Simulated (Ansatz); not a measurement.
C:
```yaml
crystal:
  lattice:
    - [-2.43802, 3.90598, 1.60776]
    - [2.43802, -3.90598, 1.60776]
    - [2.43802, 3.90598, -1.60776]
  atoms:
    - { symbol: C, position: [0.41156, 0.00000, 0.91156] }
    - { symbol: C, position: [0.58844, 0.50000, 0.58844] }
    - { symbol: C, position: [0.58844, 0.00000, 0.08844] }
    - { symbol: C, position: [0.41156, 0.50000, 0.41156] }
    - { symbol: C, position: [0.44879, 0.87562, 0.57317] }
    - { symbol: C, position: [0.80245, 0.87562, 0.92683] }
    - { symbol: C, position: [0.55121, 0.12438, 0.42683] }
    - { symbol: C, position: [0.19755, 0.12438, 0.07317] }
```

Relaxed with PBEsol. Special points in fractions of this cell's reciprocal vectors: Γ (0.000, 0.000, 0.000); X (0.500, -0.500, 0.500); F0 (0.347, -0.347, 0.653); Σ0 (-0.347, 0.347, 0.347); Λ0 (0.292, 0.292, -0.292); G0 (0.708, -0.292, 0.292); R (0.000, 0.500, 0.000); W (0.250, 0.250, 0.250); S (0.500, 0.000, 0.000); T (0.000, 0.000, 0.500).

List the band energies nearest the Fermi level at these points for DFT-PBEsol in the program Ansatz with PAW potentials.

In eV from the Fermi level; about four levels below and three above (degenerate sets whole), none deeper than 8.9 eV; points with the same levels are listed once.

```csv
k,below,above
Γ,-2.54 -2.38 -1.38 -1.00,0.60 1.85 4.89
X,-4.67 -2.28 -2.11 -0.65,1.66 3.87 4.09
F0,-3.89 -2.53 -2.03 -0.72,0.74 3.69 4.02
Λ0,-4.74 -4.40 -1.98 -1.12,1.39 2.71 3.77
R,-5.21 -4.62 -3.70 -0.41,0.51 4.13 4.48
W,-4.83 -4.83 -2.35 -2.35,2.22 2.22 5.45 5.45
S,-4.64 -3.68 -2.12 -1.47,1.03 2.91 4.87
T,-2.99 -2.99 -1.56 -1.56,1.53 1.53 5.19 5.19
```

Space group Imma. The start of the workflow was typed in or built on a structure type; neither database checked (COD, Materials Project) lists it. It is not the phase usual at ambient conditions (space group No. 194, 227). The PBEsol relaxation kept the symmetry of its start; its stability against distortions is not shown here. The Fermi level of a semimetal is unsure by some 0.05 eV on such meshes.

Potentials: the later of the program's two PAW sets.
